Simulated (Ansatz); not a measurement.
Single point in Ansatz 0.2.0 with PBE, no spin polarisation. Cutoff 420 eV, PAW datasets, 7×7×7 Γ-centred k mesh, fermi-dirac filling (width 0.1 eV).

Computed maps in the lattice plane spanned by a (left to right, 3.56 Å, 11 points from zero) and c (bottom to top, 7.40 Å, 22 points from zero), 104° apart, at height 0.664 along b. The fields are smooth PAW ones with compensation charges, not the true ones near nuclei.

Valence density. Digits on a logarithmic scale: 0 up to 0.03 e/Å³, each further digit a factor of 1.6, 9 from 1.3 e/Å³ up:
```
55555799975
66665556556
77776544567
66776544567
32676444577
56775434677
77754334577
66543223456
44322222344
22222222222
12234433211
13455543211
24566654311
35677764322
45777764323
46677654333
55666555555
55555567987
64444699999
64444799999
64445999999
54445899997
```

ELF. Ten even steps from '0' (0.00) to '9' (0.89):
```
47751267631
88874111125
87887311378
10388523798
00298524894
00798325895
89996115899
99962013799
87410001368
21112211112
00257752100
03799986200
27999997300
58999998311
69999997212
58999983101
26899731000
13675214653
21341169997
20210499998
11211699997
13521599983
```

Task: The cell is Lu5P4. Which atoms lie within 0.2 Å of this plane, and where (fractions of a and c)?

Result: P at (0.05, 0.77), Lu at (0.69, 0.06). The whole cell:
```
CELL_PARAMETERS angstrom
0.00000 0.00000 3.55736
5.08124 -5.08124 1.77868
5.08124 5.08124 -1.77868
ATOMIC_POSITIONS crystal
Lu 0.00000 0.00000 0.00000
P 0.28400 0.76780 0.33580
P 0.05180 0.66420 0.76780
P 0.71600 0.23220 0.66420
P 0.94820 0.33580 0.23220
Lu 0.36820 0.93680 0.67320
Lu 0.30500 0.32680 0.93680
Lu 0.63180 0.06320 0.32680
Lu 0.69500 0.67320 0.06320
```

Origin: a known structure type with other elements, at an estimated volume, so it need not be a known compound. Caveats: many states at the Fermi level without spin polarisation, so a magnetic state may lie lower.
